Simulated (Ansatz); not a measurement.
# MnSi: pressure against volume

MnSi, P2_13, a = 4.471 Å. Ansatz: PBEsol, PAW, 420 eV, Γ-centred 8×8×8 mesh on 8 atoms, Gaussian smearing 0.10 eV; collinear spin, largest moment 0.9 μB. Shape and atoms are relaxed at each volume; pressure is positive in compression.

| V (Å³/atom) | P (GPa) |
| --- | --- |
| 9.830 | ? |
| 10.165 | 25.23 |
| 10.500 | 15.57 |
| 10.835 | 7.16 |
| 11.170 | 0.00 |
| 11.505 | -6.14 |
| 11.840 | -11.43 |
| 12.287 | -17.29 |

Take V0 = 11.170 Å³/atom, fit the third-order Birch–Murnaghan form to the other rows, and predict the missing pressure.

With the Eulerian strain f = ½[(V0/V)^(2/3) − 1] and y = P/[3f(1 + 2f)^(5/2)], the form is the line y = B0 + 1.5 B0 (B0′ − 4) f. Rows (f, y): 0.03244, 221.5; 0.02105, 222.4; 0.01025, 221.3; -0.00975, 220.5; -0.01905, 220.4; -0.03078, 219.5. Means f = 0.0006933, y = 220.93; Σ(Δf)² = 0.003003, ΣΔfΔy = 0.1115; the slope is their ratio. y = 220.9 + 37.14 f GPa, so B0 = 220.9 GPa and B0′ = 4 + 2 × (37.14)/(3 × 220.9) = 4.11. At V = 9.830, f = 0.04446, y = 222.55 and P = 36.73 GPa. The run gave 36.39 GPa, so the fit is 0.34 GPa too high, a small miss on the scale of the series. Note that the largest moment runs from 0.38 to 1.02 μB along the series.

The largest moment runs from 0.38 to 1.02 μB along the series, so B0 and B0′ hold the change of the moment too.

Only parallel moments were tried here.